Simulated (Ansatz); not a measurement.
CaO (rock salt), conventional cell a = b = c = 4.7948 Å, α = β = γ = 90.00°. The calculation uses the primitive cell of 2 atoms, to which meshes and values per cell refer.

The volume is varied about the relaxed value V₀ at fixed cell shape. Symmetry pins the atoms to their sites.

Calculation: r2SCAN (plane waves to 500 eV, PAW, scalar-relativistic; Ansatz, a quantum-chemistry and plane-wave program). k mesh 12×12×12 (Γ-centred), Fermi-Dirac smearing 0.05 eV. E stands for the smeared free energy. CaO was relaxed with its symmetry unable to fall. The zero of ΔE is the relaxed starting cell.

| V (Å³/atom) | ΔE (meV/atom) |
|---|---|
| 11.575 | 175.3 |
| 12.126 | 90.9 |
| 12.677 | 37.3 |
| 13.228 | 8.7 |
| 13.779 | 0.0 |
| 14.331 | 7.5 |
| 14.882 | 28.1 |
| 15.433 | 59.2 |
| 15.984 | 98.8 |

Task: What is the fitted pressure derivative B₀′?

Result: 4.3.

Task: What bulk modulus B₀ follows from a third-order Birch-Murnaghan fit?

Result: 117 GPa. Check by three points about V = 13.779 Å³/atom, step 0.551: d²E/dV² ≈ (8.7 − 2·0.0 + 7.5) meV / 0.551² = 0.0533 eV/Å⁶, and V·d²E/dV² × 160.2 = 118 GPa.

(Under strain, the slope of the energy per volume gives the stress and its curvature an elastic modulus.)
